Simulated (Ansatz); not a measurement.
Starting structure of a cell relaxation (symmetry kept):

```
Sr Cl
1.0
     0.00000    3.48835    3.48835
     3.48835    0.00000    3.48835
     3.48835    3.48835    0.00000
Sr Cl
1 2
Direct
  0.00000 0.00000 0.00000
  0.25000 0.25000 0.25000
  0.75000 0.75000 0.75000
```

Computed with DFT r2SCAN, scalar-relativistic, plane waves, PAW in Ansatz 0.2.0.

Plane waves to 500 eV, a k mesh through Γ of 6×6×6 on the computed 3-atom cell and Gaussian smearing (0.02 eV); no spin polarisation.

Problem. What does it relax to?

Solution. The volume increases by 0.22 Å³/atom to 28.52 Å³/atom, and the energy falls by 0.2 meV/atom. Final structure:
```cif
data_structure
_symmetry_space_group_name_H-M 'Fm-3m'
_symmetry_Int_Tables_number 225
_cell_length_a 6.9949
_cell_length_b 6.9949
_cell_length_c 6.9949
_cell_angle_alpha 90.000
_cell_angle_beta 90.000
_cell_angle_gamma 90.000
_cell_volume 342.25
loop_
_atom_site_label
_atom_site_type_symbol
_atom_site_symmetry_multiplicity
_atom_site_Wyckoff_symbol
_atom_site_fract_x
_atom_site_fract_y
_atom_site_fract_z
_atom_site_occupancy
Sr1 Sr 4 a 0.00000 0.00000 0.00000 1
Cl1 Cl 8 c 0.25000 0.75000 0.75000 1
```

Cost: 1 run of about 0.18 core-minutes, on Arm Neoverse V2 (shared hosts).